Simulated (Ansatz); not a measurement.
# Data sheet: TiTeS (DFT)

TiTeS:
```cif
data_STeTi
_chemical_formula_sum 'Ti1 Te1 S1'
_space_group_name_H-M_alt 'P 1'
_space_group_IT_number 1
_cell_length_a 3.47866
_cell_length_b 3.47866
_cell_length_c 6.07949
_cell_angle_alpha 90.000
_cell_angle_beta 90.000
_cell_angle_gamma 120.000
loop_
_space_group_symop_operation_xyz
  'x, y, z'
loop_
_atom_site_label
_atom_site_type_symbol
_atom_site_fract_x
_atom_site_fract_y
_atom_site_fract_z
_atom_site_occupancy
Ti1 Ti 0.33333 0.66667 0.03419 1
Te1 Te 0.00000 0.00000 0.72559 1
S1 S 0.66667 0.33333 0.24022 1
```

Space group P3m1 (No. 156); conventional cell a = b = 3.4787 Å, c = 6.0795 Å, α = β = 90.00°, γ = 120.00°.

Method: LDA in the plane-wave PAW code Ansatz. The cell and atoms are relaxed at this level. Other levels are named where they apply.

### Cell and energy

```
Property                                                      Result
-----------------------------------------------------  -------------
Volume per atom                                             21.24 Å³
Density                                                   5.41 g/cm³
Formation energy from the elements (no fitted shifts)  -1.08 eV/atom
```

### Electronic structure

```
Quantity                                                                    Result
------------------------------------  --------------------------------------------
Electronic character                                             metallic (no gap)
Density of states at the Fermi level  0.46 states/eV per atom (mean over ±0.08 eV)
```

### Mechanics

```
Property                              Result
----------------------------------  --------
Bulk modulus (Birch–Murnaghan fit)  33.3 GPa
Pressure derivative B′                  10.4
```

### Phonons

```
Item                                                   Result
-------------------------------  ----------------------------
Highest zone-centre frequency                        45.1 meV
Zone-centre stability                  no imaginary mode at Γ
Dynamical stability on the path  stable (no imaginary branch)
Zero-point energy                               35.7 meV/atom
Vibrational entropy at 300 K          31.5 J/(K·mol of atoms)
```

The first step of the workflow began from a Materials Project structure, measured or hypothetical; the Crystallography Open Database copy checked does not list it. Whether it is the stable phase at ambient conditions was not checked. The cell was relaxed with LDA under the symmetry of its start. The run is not spin-polarised. A crystal of weakly bound layers computed without a dispersion correction: the cell and the soft elastic constants depend strongly on that. As this level gives no gap, phonon frequencies hold no LO–TO term and depend on the k-mesh and smearing (Fermi–Dirac, 0.1 eV here). The references are the lowest solids computed at this level, not always the standard phases. Spin–orbit coupling is left out wherever it is not named.

Potentials: the later of the program's two PAW sets.
